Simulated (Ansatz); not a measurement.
A: YN (rock salt), a = b = c = 4.856 Å, α = β = γ = 90.00°
B: TaN (rock salt), a = b = c = 4.3756 Å, α = β = γ = 90.00°
C: MgSe (rock salt), a = b = c = 5.4498 Å, α = β = γ = 90.00°
D: GaP (zinc blende), a = 5.4384 Å, b = 5.4384 Å, c = 5.4384 Å, α = 90.00°, β = 90.00°, γ = 90.00°

Scan: energy over volume and axial ratio (atoms clamped). One method and one kind of scan serve all of them; meshes and ranges differ. All were relaxed with their symmetry unable to fall. Spin-orbit coupling is left out. TaN is run without spin polarisation. This is a high-temperature form of TaN. YN is run without spin polarisation.

**Question.** Order them by shear modulus C′ = (C11 − C12)/2 (fitted) (highest first) at the level PBEsol (plane waves to 420 eV, PAW, scalar-relativistic; Ansatz, an electronic-structure program).

**Answer.** B (318 GPa), A (132 GPa), C (46 GPa), D (37 GPa)

(Under strain, the slope of the energy per volume gives the stress and its curvature an elastic modulus.)
